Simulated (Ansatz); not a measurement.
The start is a generated cell, W built in the AFLOW prototype A_tP4_129_ac (A_d). The cell and all atomic positions are relaxed at zero pressure with r2SCAN (plane waves to 500 eV, PAW, scalar-relativistic; Ansatz, an electronic-structure program). The first steps use a coarse 7×7×10 k-mesh.

Initial structure:
```
W
1.0
    4.50152     0.00000     0.00000
    0.00000     4.50152     0.00000
    0.00000     0.00000     3.11439
W
4
Cartesian
  0.00000   0.00000   0.00000
  2.25076   2.25076   0.00000
  2.25076   0.00000   1.16790
  0.00000   2.25076   1.94649
```

What pressure does the first self-consistent step give?

+18.9 GPa (positive: the cell is compressed).

What is the largest force in the starting geometry, and on which atom (counted from 1)?

6.39 eV/Å, on W3, W4 (atoms numbered as listed).

What symmetry does the relaxed structure have?

The space group goes from P4/nmm (No. 129) to Im-3m (No. 229); the end is bcc (W type), with 1 atom in the primitive cell.

By how much does the energy per atom fall from start to end?

0.60 eV/atom.

Is the relaxed structure metallic? Give its gap.

No gap (metallic).

Give the final cell and atomic positions.


Space group Im-3m (No. 229); a = 3.1693 Å, b = 3.1693 Å, c = 3.1693 Å, α = 90.00°, β = 90.00°, γ = 90.00°

```json
[
 {"atom": "W", "site": "2a", "symmetry": "m-3m", "x": "0.0000", "y": "0.0000", "z": "0.0000"}
]
```
(The calculation used a cell of 1 atom; values per cell refer to that cell.)

Final values are on a 21×21×21 k-mesh of the relaxed cell. No spin polarisation in the result.

The run could not lose the symmetry of its start; a randomly shaken copy of 2 atoms returns to this structure.
